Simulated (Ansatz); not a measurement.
input.yaml

```yaml
crystal:
  lattice:
    - [-1.4325, 1.4325, 6.71]
    - [1.4325, -1.4325, 6.71]
    - [1.4325, 1.4325, -6.71]
  atoms:
    - { symbol: Ti, position: [0.324, 0.324, 0.0] }
    - { symbol: Ti, position: [0.676, 0.676, 0.0] }
    - { symbol: Cd, position: [0.0, 0.0, 0.0] }
basis:
  ecutwfc: 500
kpoints:
  mp_grid: { grid: [20, 20, 20] }
hamiltonian:
  xc: r2scan
scf:
  occupations: { method: gaussian, width: 0.1 }
output:
  forces: true
  stress: true
  eigenvalues: true
  write_density: true
  write_potential: true
  elf: true
  volumetric_format: npy
relax:
  adjacent_minimum: "off"
  f_tol: 0.005
  max_steps: 80
  cell: { stress_tol: 0.05 }
```

Command:
```bash
ansatz run input.yaml --threads 1 --pin off --max-ram 2560MiB --backend cpu --events-out ev --progress --plain --runs-dir out
```

Method: DFT r2SCAN, scalar-relativistic, plane waves, PAW (Ansatz).

Part of what the program printed, abridged (iterations and final results):

```
SCF iter   1: F=—  HF=-13277.159290 eV  |F-HF|=—  |Δ(HF+E_count)|=         —  Δρ=1.43e-2  dr2=1.20e-1  dr2_τ=2.24e-2  ethr=1.77e-3  ⟨swp⟩=3.7  Hψ=57830  notcnv=0
SCF iter   2: F=—  HF=-13277.201639 eV  |F-HF|=—  |Δ(HF+E_count)|=   4.23e-2  Δρ=5.01e-3  dr2=1.28e-2  dr2_τ=1.20e-3  ethr=2.72e-4  ⟨swp⟩=2.0  Hψ=34290  notcnv=0  defer=223
SCF iter   3: F=—  HF=-13277.203126 eV  |F-HF|=—  |Δ(HF+E_count)|=   1.49e-3  Δρ=2.48e-3  dr2=3.30e-3  dr2_τ=1.83e-4  ethr=2.91e-5  ⟨swp⟩=2.0  Hψ=19556  notcnv=0  defer=223
SCF iter   4: F=—  HF=-13277.204403 eV  |F-HF|=—  |Δ(HF+E_count)|=   1.28e-3  Δρ=4.98e-4  dr2=2.75e-4  dr2_τ=3.37e-6  ethr=7.50e-6  ⟨swp⟩=2.3  Hψ=22986  notcnv=0  defer=223
SCF iter   5: F=—  HF=-13277.204428 eV  |F-HF|=—  |Δ(HF+E_count)|=   2.48e-5  Δρ=1.29e-4  dr2=5.82e-6  dr2_τ=8.27e-7  ethr=6.25e-7  ⟨swp⟩=2.0  Hψ=20309  notcnv=0  defer=223
SCF iter   6: F=—  HF=-13277.204435 eV  |F-HF|=—  |Δ(HF+E_count)|=   6.71e-6  Δρ=3.70e-5  dr2=1.15e-6  dr2_τ=3.82e-8  ethr=1.32e-8  ⟨swp⟩=2.2  Hψ=26996  notcnv=0  defer=223
SCF iter   7: F=—  HF=-13277.204435 eV  |F-HF|=—  |Δ(HF+E_count)|=   5.68e-7  Δρ=1.78e-5  dr2=3.53e-7  dr2_τ=4.76e-9  ethr=2.62e-9  ⟨swp⟩=2.0  Hψ=23459  notcnv=0  defer=223
SCF iter   8: F=-13277.204435 eV  HF=-13277.204435 eV  |F-HF|=6.29e-9  |Δ(HF+E_count)|=   1.26e-7  Δρ=6.58e-6  dr2=2.85e-8  dr2_τ=5.36e-10  ethr=2.27e-10  ⟨swp⟩=6.6  Hψ=99370  notcnv=0
the search or the solves at the SCF's close seem to have found levels that the self-consistency loop had missed (the run counts 2). By its estimate they hold under 1e-12 electrons; where the run keeps them, the occupations were computed again with them
SCF 1 converged in 8 iterations: F = -13277.204435 eV  dr2 = 2.85e-8
relax step   1: F+E_penalty+E_count = -13277.20443533 eV  Δ(F+E_penalty+E_count) = +0.000e0 eV  max|allowed force component| = 2.164e-1 eV/Å  Δτ_max = 0.0000 Å  P = -1.449 GPa  Ω = 55.077 Å³  (8 SCF iters, dr2 threshold 1.00e-7 eV, accepted)
Crystal: 3 atoms, lattice volume = 53.876 Å³
Basis set: ecut = 500 eV, 1365 PW (Γ), FFT grids on a1−a2, a2, a1+a3, exchange–correlation on 120×216×96 points (64 copies of the dense FFT grid, shifted against one another)
Initial density: handed on by an earlier stage of this run
Initial wavefunctions: those handed on with the density
SCF iter   1: F=—  HF=-13277.087548 eV  |F-HF|=—  |Δ(HF+E_count)|=         —  Δρ=6.57e-3  dr2=1.07e-1  dr2_τ=1.76e-1  ethr=2.44e-4  ⟨swp⟩=1.0  Hψ=86661  notcnv=0
SCF iter   2: F=—  HF=-13277.210252 eV  |F-HF|=—  |Δ(HF+E_count)|=   1.23e-1  Δρ=3.38e-3  dr2=4.27e-2  dr2_τ=2.07e-4  ethr=2.43e-4  ⟨swp⟩=2.1  Hψ=28179  notcnv=0
SCF iter   3: F=—  HF=-13277.204584 eV  |F-HF|=—  |Δ(HF+E_count)|=   5.67e-3  Δρ=1.38e-3  dr2=6.19e-3  dr2_τ=1.59e-4  ethr=9.70e-5  ⟨swp⟩=1.8  Hψ=19246  notcnv=0
SCF iter   4: F=—  HF=-13277.203838 eV  |F-HF|=—  |Δ(HF+E_count)|=   7.46e-4  Δρ=4.49e-4  dr2=1.15e-4  dr2_τ=6.22e-6  ethr=1.41e-5  ⟨swp⟩=1.6  Hψ=21162  notcnv=0
SCF iter   5: F=—  HF=-13277.203866 eV  |F-HF|=—  |Δ(HF+E_count)|=   2.77e-5  Δρ=1.34e-4  dr2=1.24e-5  dr2_τ=7.44e-7  ethr=2.61e-7  ⟨swp⟩=2.1  Hψ=26557  notcnv=0
SCF iter   6: F=—  HF=-13277.203867 eV  |F-HF|=—  |Δ(HF+E_count)|=   5.23e-7  Δρ=5.79e-5  dr2=2.77e-6  dr2_τ=6.22e-8  ethr=2.83e-8  ⟨swp⟩=2.1  Hψ=25635  notcnv=0
SCF iter   7: F=—  HF=-13277.203868 eV  |F-HF|=—  |Δ(HF+E_count)|=   9.92e-7  Δρ=1.87e-5  dr2=3.76e-7  dr2_τ=8.99e-9  ethr=6.29e-9  ⟨swp⟩=2.0  Hψ=23299  notcnv=0
SCF iter   8: F=-13277.203868 eV  HF=-13277.203868 eV  |F-HF|=4.59e-9  |Δ(HF+E_count)|=   1.53e-7  Δρ=7.66e-6  dr2=3.22e-8  dr2_τ=1.34e-9  ethr=6.82e-10  ⟨swp⟩=8.9  Hψ=102040  notcnv=0
SCF 2 converged in 8 iterations: F = -13277.203868 eV  dr2 = 3.22e-8
relax step   2: F+E_penalty+E_count = -13277.20386780 eV  Δ(F+E_penalty+E_count) = +5.675e-4 eV  max|allowed force component| = 3.328e-1 eV/Å  Δτ_max = 0.0353 Å  P = +1.801 GPa  Ω = 53.876 Å³  energy of the carried Pulay correction = +8.052e-4 eV  (8 SCF iters, dr2 threshold 3.00e-7 eV, rejected (line search))
Crystal: 3 atoms, lattice volume = 54.588 Å³
Basis set: ecut = 500 eV, 1389 PW (Γ), FFT grids on a1−a2, a2, a1+a3, exchange–correlation on 120×216×96 points (64 copies of the dense FFT grid, shifted against one another)
SCF iter   1: F=—  HF=-13277.172527 eV  |F-HF|=—  |Δ(HF+E_count)|=         —  Δρ=4.19e-3  dr2=4.74e-2  dr2_τ=6.74e-2  ethr=1.08e-4  ⟨swp⟩=1.0  Hψ=86514  notcnv=0
SCF iter   2: F=—  HF=-13277.214900 eV  |F-HF|=—  |Δ(HF+E_count)|=   4.24e-2  Δρ=2.11e-3  dr2=1.68e-2  dr2_τ=8.50e-5  ethr=1.08e-4  ⟨swp⟩=2.1  Hψ=23603  notcnv=0
SCF iter   3: F=—  HF=-13277.212799 eV  |F-HF|=—  |Δ(HF+E_count)|=   2.10e-3  Δρ=9.01e-4  dr2=2.40e-3  dr2_τ=3.56e-5  ethr=3.81e-5  ⟨swp⟩=1.8  Hψ=19134  notcnv=0
SCF iter   4: F=—  HF=-13277.212449 eV  |F-HF|=—  |Δ(HF+E_count)|=   3.50e-4  Δρ=2.79e-4  dr2=1.05e-4  dr2_τ=3.32e-6  ethr=5.45e-6  ⟨swp⟩=2.0  Hψ=20073  notcnv=0
SCF iter   5: F=—  HF=-13277.212441 eV  |F-HF|=—  |Δ(HF+E_count)|=   8.97e-6  Δρ=8.88e-5  dr2=3.78e-6  dr2_τ=2.11e-7  ethr=2.40e-7  ⟨swp⟩=2.0  Hψ=20424  notcnv=0
SCF iter   6: F=—  HF=-13277.212453 eV  |F-HF|=—  |Δ(HF+E_count)|=   1.23e-5  Δρ=3.54e-5  dr2=1.02e-6  dr2_τ=2.27e-8  ethr=8.60e-9  ⟨swp⟩=2.0  Hψ=23770  notcnv=0
SCF iter   7: F=—  HF=-13277.212453 eV  |F-HF|=—  |Δ(HF+E_count)|=   3.59e-7  Δρ=1.17e-5  dr2=1.40e-7  dr2_τ=4.22e-9  ethr=2.31e-9  ⟨swp⟩=2.0  Hψ=23599  notcnv=0
SCF iter   8: F=—  HF=-13277.212453 eV  |F-HF|=—  |Δ(HF+E_count)|=   7.88e-8  Δρ=4.66e-6  dr2=1.54e-8  dr2_τ=2.72e-10  ethr=3.18e-10  ⟨swp⟩=2.0  Hψ=23683  notcnv=0
SCF iter   9: F=—  HF=-13277.212453 eV  |F-HF|=—  |Δ(HF+E_count)|=   7.52e-9  Δρ=1.42e-6  dr2=9.03e-10  dr2_τ=5.19e-11  ethr=3.49e-11  ⟨swp⟩=2.0  Hψ=23704  notcnv=0
SCF iter  10: F=—  HF=-13277.212453 eV  |F-HF|=—  |Δ(HF+E_count)|=  4.60e-10  Δρ=5.47e-7  dr2=1.97e-10  dr2_τ=1.39e-11  ethr=2.05e-12  ⟨swp⟩=2.0  Hψ=27685  notcnv=0
SCF iter  11: F=-13277.212453 eV  HF=-13277.212453 eV  |F-HF|=7.28e-12  |Δ(HF+E_count)|=  5.46e-12  Δρ=1.30e-7  dr2=9.23e-12  dr2_τ=4.82e-13  ethr=1.00e-12  ⟨swp⟩=4.0  Hψ=71758  notcnv=0
the search or the solves at the SCF's close seem to have found levels that the self-consistency loop had missed (the run counts 2). By its estimate they hold under 1e-12 electrons; where the run keeps them, the occupations were computed again with them
SCF 3 converged in 11 iterations: F = -13277.212453 eV  dr2 = 9.23e-12
relax step   3: F+E_penalty+E_count = -13277.21245328 eV  Δ(F+E_penalty+E_count) = -8.018e-3 eV  max|allowed force component| = 3.266e-2 eV/Å  Δτ_max = 0.0133 Å  P = -0.233 GPa  Ω = 54.588 Å³  energy of the carried Pulay correction = +3.258e-4 eV  (11 SCF iters, accepted)
Crystal: 3 atoms, lattice volume = 54.582 Å³
SCF iter   1: F=—  HF=-13277.208653 eV  |F-HF|=—  |Δ(HF+E_count)|=         —  Δρ=8.35e-4  dr2=5.35e-4  dr2_τ=5.21e-3  ethr=1.22e-6  ⟨swp⟩=1.9  Hψ=88115  notcnv=0
SCF iter   2: F=—  HF=-13277.212974 eV  |F-HF|=—  |Δ(HF+E_count)|=   4.32e-3  Δρ=3.53e-4  dr2=1.42e-4  dr2_τ=4.09e-6  ethr=1.22e-6  ⟨swp⟩=2.0  Hψ=29613  notcnv=0
SCF iter   3: F=—  HF=-13277.212968 eV  |F-HF|=—  |Δ(HF+E_count)|=   6.05e-6  Δρ=1.58e-4  dr2=4.86e-5  dr2_τ=8.73e-7  ethr=3.22e-7  ⟨swp⟩=1.1  Hψ=17344  notcnv=0
SCF iter   4: F=—  HF=-13277.212964 eV  |F-HF|=—  |Δ(HF+E_count)|=   3.39e-6  Δρ=4.00e-5  dr2=1.45e-6  dr2_τ=8.58e-8  ethr=1.10e-7  ⟨swp⟩=2.0  Hψ=20217  notcnv=0
SCF iter   5: F=-13277.212964 eV  HF=-13277.212964 eV  |F-HF|=1.82e-7  |Δ(HF+E_count)|=   1.75e-8  Δρ=1.56e-5  dr2=2.94e-7  dr2_τ=1.23e-8  ethr=6.82e-10  ⟨swp⟩=8.7  Hψ=105957  notcnv=0
SCF 4 converged in 5 iterations: F = -13277.212964 eV  dr2 = 2.94e-7
relax step   4: F+E_penalty+E_count = -13277.21296424 eV  Δ(F+E_penalty+E_count) = -5.110e-4 eV  max|allowed force component| = 1.853e-2 eV/Å  Δτ_max = 0.0053 Å  P = -0.108 GPa  Ω = 54.582 Å³  energy of the carried Pulay correction = +3.294e-4 eV  (5 SCF iters, dr2 threshold 3.00e-7 eV, accepted)
Crystal: 3 atoms, lattice volume = 54.465 Å³
SCF iter   1: F=—  HF=-13277.212273 eV  |F-HF|=—  |Δ(HF+E_count)|=         —  Δρ=4.19e-4  dr2=7.97e-5  dr2_τ=1.04e-3  ethr=1.55e-7  ⟨swp⟩=2.0  Hψ=86303  notcnv=0
SCF iter   2: F=—  HF=-13277.213128 eV  |F-HF|=—  |Δ(HF+E_count)|=   8.56e-4  Δρ=1.50e-4  dr2=3.09e-5  dr2_τ=7.18e-7  ethr=1.55e-7  ⟨swp⟩=2.0  Hψ=31435  notcnv=0
SCF iter   3: F=—  HF=-13277.213126 eV  |F-HF|=—  |Δ(HF+E_count)|=   2.69e-6  Δρ=8.73e-5  dr2=9.60e-6  dr2_τ=1.67e-7  ethr=7.03e-8  ⟨swp⟩=1.5  Hψ=18313  notcnv=0
SCF iter   4: F=—  HF=-13277.213125 eV  |F-HF|=—  |Δ(HF+E_count)|=   6.37e-7  Δρ=2.60e-5  dr2=1.33e-6  dr2_τ=4.67e-8  ethr=2.18e-8  ⟨swp⟩=2.0  Hψ=20409  notcnv=0
SCF iter   5: F=—  HF=-13277.213125 eV  |F-HF|=—  |Δ(HF+E_count)|=   1.55e-7  Δρ=1.09e-5  dr2=1.14e-7  dr2_τ=1.82e-9  ethr=3.01e-9  ⟨swp⟩=2.0  Hψ=20480  notcnv=0
SCF iter   6: F=-13277.213125 eV  HF=-13277.213125 eV  |F-HF|=6.35e-10  |Δ(HF+E_count)|=   4.50e-9  Δρ=3.43e-6  dr2=7.13e-9  dr2_τ=2.94e-10  ethr=2.15e-10  ⟨swp⟩=7.1  Hψ=86647  notcnv=0
SCF 5 converged in 6 iterations: F = -13277.213125 eV  dr2 = 7.13e-9
relax step   5: F+E_penalty+E_count = -13277.21312491 eV  Δ(F+E_penalty+E_count) = -1.607e-4 eV  max|allowed force component| = 3.594e-3 eV/Å  Δτ_max = 0.0026 Å  P = +0.061 GPa  Ω = 54.465 Å³  energy of the carried Pulay correction = +4.079e-4 eV  (6 SCF iters, dr2 threshold 9.46e-8 eV, accepted)
Crystal: 3 atoms, lattice volume = 54.501 Å³
SCF iter   1: F=—  HF=-13277.213070 eV  |F-HF|=—  |Δ(HF+E_count)|=         —  Δρ=8.82e-5  dr2=6.53e-6  dr2_τ=4.04e-5  ethr=1.28e-8  ⟨swp⟩=2.1  Hψ=84642  notcnv=0
SCF iter   2: F=—  HF=-13277.213110 eV  |F-HF|=—  |Δ(HF+E_count)|=   4.03e-5  Δρ=3.59e-5  dr2=4.17e-6  dr2_τ=2.75e-8  ethr=1.28e-8  ⟨swp⟩=2.0  Hψ=31183  notcnv=0
SCF iter   3: F=—  HF=-13277.213110 eV  |F-HF|=—  |Δ(HF+E_count)|=   4.52e-7  Δρ=2.24e-5  dr2=1.48e-6  dr2_τ=1.23e-8  ethr=9.48e-9  ⟨swp⟩=1.4  Hψ=17594  notcnv=0
SCF iter   4: F=—  HF=-13277.213110 eV  |F-HF|=—  |Δ(HF+E_count)|=   1.98e-7  Δρ=8.12e-6  dr2=1.67e-7  dr2_τ=5.64e-9  ethr=3.36e-9  ⟨swp⟩=2.0  Hψ=20331  notcnv=0
SCF iter   5: F=-13277.213109 eV  HF=-13277.213109 eV  |F-HF|=2.96e-9  |Δ(HF+E_count)|=   2.63e-8  Δρ=2.95e-6  dr2=9.17e-9  dr2_τ=1.30e-10  ethr=2.57e-11  ⟨swp⟩=5.1  Hψ=90521  notcnv=0
SCF 6 converged in 5 iterations: F = -13277.213109 eV  dr2 = 9.17e-9
relax step   6: F+E_penalty+E_count = -13277.21310950 eV  Δ(F+E_penalty+E_count) = +1.542e-5 eV  max|allowed force component| = 5.524e-5 eV/Å  Δτ_max = 0.0004 Å  P = +0.001 GPa  Ω = 54.501 Å³  energy of the carried Pulay correction = +3.837e-4 eV  (5 SCF iters, dr2 threshold 1.13e-8 eV, accepted)
Initial wavefunctions: pseudopotential atomic-orbital guess (no wavefunctions were taken with the density)
SCF iter   1: F=—  HF=-13277.212739 eV  |F-HF|=—  |Δ(HF+E_count)|=         —  Δρ=5.27e-5  dr2=1.17e-7  dr2_τ=1.30e-6  ethr=8.12e-9  ⟨swp⟩=3.0  Hψ=104576  notcnv=0
SCF iter   2: F=—  HF=-13277.212743 eV  |F-HF|=—  |Δ(HF+E_count)|=   3.36e-6  Δρ=2.74e-5  dr2=4.11e-8  dr2_τ=9.95e-8  ethr=2.67e-10  ⟨swp⟩=2.1  Hψ=26586  notcnv=0
SCF iter   3: F=—  HF=-13277.212744 eV  |F-HF|=—  |Δ(HF+E_count)|=   1.24e-6  Δρ=2.69e-6  dr2=1.80e-9  dr2_τ=7.61e-10  ethr=9.35e-11  ⟨swp⟩=2.0  Hψ=27615  notcnv=0
SCF iter   4: F=—  HF=-13277.212744 eV  |F-HF|=—  |Δ(HF+E_count)|=   2.78e-9  Δρ=7.86e-7  dr2=3.52e-10  dr2_τ=3.91e-11  ethr=4.09e-12  ⟨swp⟩=2.0  Hψ=28908  notcnv=0
SCF iter   5: F=—  HF=-13277.212744 eV  |F-HF|=—  |Δ(HF+E_count)|=  3.71e-10  Δρ=1.93e-7  dr2=3.83e-11  dr2_τ=2.94e-12  ethr=1.00e-12  ⟨swp⟩=2.4  Hψ=26176  notcnv=0
SCF iter   6: F=-13277.212744 eV  HF=-13277.212744 eV  |F-HF|=3.64e-12  |Δ(HF+E_count)|=  1.82e-11  Δρ=9.29e-8  dr2=9.74e-12  dr2_τ=2.44e-13  ethr=1.00e-12  ⟨swp⟩=5.0  Hψ=67228  notcnv=0
SCF 7 converged in 6 iterations: F = -13277.212744 eV  dr2 = 9.74e-12
SCF converged after 6 iterations
Free energy (F): -13277.212744 eV
Harris-Foulkes:  -13277.212744 eV  (|F-HF|=3.64e-12)
Internal energy: -13277.205358 eV  (E = F + TS)
E sigma→0 (E₀):  -13277.209051 eV
Entropy (-TS):   -0.007386 eV (-2.462 meV/atom)
Fermi energy:    14.291964 eV
--- Per-component energies (eV) ---
  E_band       = -740.141114
  E_kinetic    = 1050.169593
  E_local      = -4701.833457  (includes V_loc(G=0)·N_el)
  E_nonlocal   = 46.726349
  E_hartree    = 2129.430758
  E_xc         = -355.557805
  E_vxc        = -514.149345  (∫ρ·V_xc dr)
  E_paw        = -6216.281091  (= ΣΔE_a)
  E_vpaw       = -916.018028  (= ΣTr[D̂ρ^β])
  E_aug_tail   = 0.000194  (compensation charges beyond the density's cutoff)
  E_vtau       = 36.102063  (kinetic-family band-sum trace: ∫τ·v_τ [+ j·A + Jᵃ·Aᵃ] dr)
  E_ewald      = -5228.788214
  E_core_change = -1.071685  (= ΣΔE_core)
  E_smearing   = -0.007386  (= −TS)
--- Forces (eV/Å), atoms counted from 1 ---
  atom   1  Ti     0.00000000     0.00000000    -0.00013052
  atom   2  Ti     0.00000000     0.00000000     0.00013052
  atom   3  Cd     0.00000000     0.00000000     0.00000000
--- Stress (GPa, compression-positive) ---
       -0.007311       0.000000       0.000000
        0.000000      -0.007311       0.000000
        0.000000       0.000000      -0.001554
  P = ⅓ Tr σ = -0.0054 GPa (-0.054 kbar)
--- Band table (eV; the first three rows and the last of 641) ---
  k-point 0: bands = ["-91.4238", "-51.5338", "-51.5338", "-51.4911", "-45.0032", "-44.8804", "-20.3247", "-19.9943", "-19.9943", "-19.9008", "-19.8299", "-19.8299", "4.0862", "4.5466", "5.6110", "5.6110", "5.8897", "6.2125", "10.3424", "10.7142", "12.7360", "13.4182", "14.3304", "15.7995", "15.7995", "16.3913", "17.2023"]
  k-point 1: bands = ["-91.4236", "-51.5354", "-51.5353", "-51.4908", "-44.9990", "-44.8791", "-20.3210", "-20.0151", "-20.0055", "-19.8879", "-19.8424", "-19.8382", "4.1275", "4.5911", "5.5772", "5.5919", "5.8592", "6.3085", "10.4553", "10.7895", "12.7890", "13.4669", "14.3727", "15.7419", "15.8644", "16.2600", "17.0242"]
  k-point 2: bands = ["-91.4229", "-51.5400", "-51.5398", "-51.4900", "-44.9869", "-44.8757", "-20.3109", "-20.0573", "-20.0379", "-19.8775", "-19.8683", "-19.8623", "4.2502", "4.7103", "5.4862", "5.5369", "5.7626", "6.6084", "10.7803", "11.0103", "12.9424", "13.6033", "14.4953", "15.5852", "15.9788", "16.0314", "16.7413"]
  k-point 640: bands = ["-91.4239", "-51.5338", "-51.5338", "-51.4911", "-45.0030", "-44.8805", "-20.3231", "-19.9943", "-19.9943", "-19.9026", "-19.8299", "-19.8299", "4.0859", "4.5434", "5.6113", "5.6113", "5.8898", "6.6323", "8.5081", "12.0899", "12.7561", "14.1234", "14.3031", "15.7212", "15.7212", "16.4452", "17.1999"]
--- Relaxed structure (6 steps of the walk, 5 accepted, 1 SCFs on fresh bases) ---
  F+E_penalty+E_count = -13277.21274384 eV   max|allowed force component| = 1.305e-4 eV/Å   (the final SCF, on the basis selected at the relaxed cell)
  cell:  # Å, volume = 54.5013 Å³
    - [-1.42031747, 1.42031747, 6.75423301]
    - [1.42031747, -1.42031747, 6.75423301]
    - [1.42031747, 1.42031747, -6.75423301]
  atoms:
    - { symbol: Ti, position: [0.32277244, 0.32277244, 0.0] }
    - { symbol: Ti, position: [0.67722755, 0.67722755, 0.0] }
    - { symbol: Cd, position: [0.0, 0.0, 0.0] }
```

The relaxation met its thresholds.

Time: 16 min on 1 thread of Arm Neoverse V1, with other jobs on the host, peak memory 1.3 GiB.